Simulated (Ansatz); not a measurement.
**Calculated 209Bi NMR of the central transition for Bi2S3**

Cell: a structure deposited in the COD (listed for 7.2 GPa), ions relaxed with PBE at fixed cell.

Space group Pnma (No. 62); a = 10.7010, b = 3.8655, c = 10.5650 Å.

```csv
site,Wyckoff,site symmetry,x,y,z
Bi1,4c,.m.,0.9926,0.2500,0.6773
Bi5,4c,.m.,0.3225,0.2500,0.4718
S9,4c,.m.,0.0516,0.2500,0.1287
S13,4c,.m.,0.3751,0.2500,0.0590
S17,4c,.m.,0.2231,0.2500,0.7968
```

One atom of each set is listed.

Method: Kohn–Sham DFT in Ansatz, r2SCAN, plane waves and PAW, scalar-relativistic, 500 eV cutoff, Γ-centred 3×7×3 k-points, Fermi–Dirac smearing 0.02 eV.

209Bi has I = 9/2 and Q = -516.0 mb (Pyykkö 2018); at 21.1 T its Larmor frequency is ν₀ = 146.9 MHz (from the bare nuclear moment; shielding lowers the observed one by a per cent or two). Only the quadrupole interaction is simulated: positions count from each site's isotropic chemical shift, and shift anisotropy, dipolar and J coupling are left out.

(1) Give C_Q, η, the quadrupolar product P_Q = |C_Q|(1 + η²/3)^½, the second-order isotropic shift and the breadth of the pattern (static powder) for each Bi site.

Results:

(1) 

```csv
site,first shell,C_Q (MHz),η,P_Q (MHz),δ_QIS (ppm),breadth (kHz)
Bi1,7 S at 2.70–2.90 Å,42.3,0.12,42.3,-115,96.9
Bi5,7 S at 2.67–3.01 Å,137,0.19,138,-1221,1077
```

δ_QIS = −(ν_Q²/30ν₀²)[I(I+1) − 3/4](1 + η²/3) × 10⁶ ppm with ν_Q = 3|C_Q|/[2I(2I−1)]; it falls as 1/B₀² in ppm, and the breadth as 1/B₀ in kHz.

At this cell the r2SCAN pressure is 9 GPa, so with r2SCAN the cell would grow if it were relaxed. Spin–orbit coupling is left out, which shifts gradients on Bi by a few per cent, and by more where contributions nearly cancel. Newer work puts Q(²⁰⁹Bi) near −420 mb, which would lower these couplings by about a fifth.
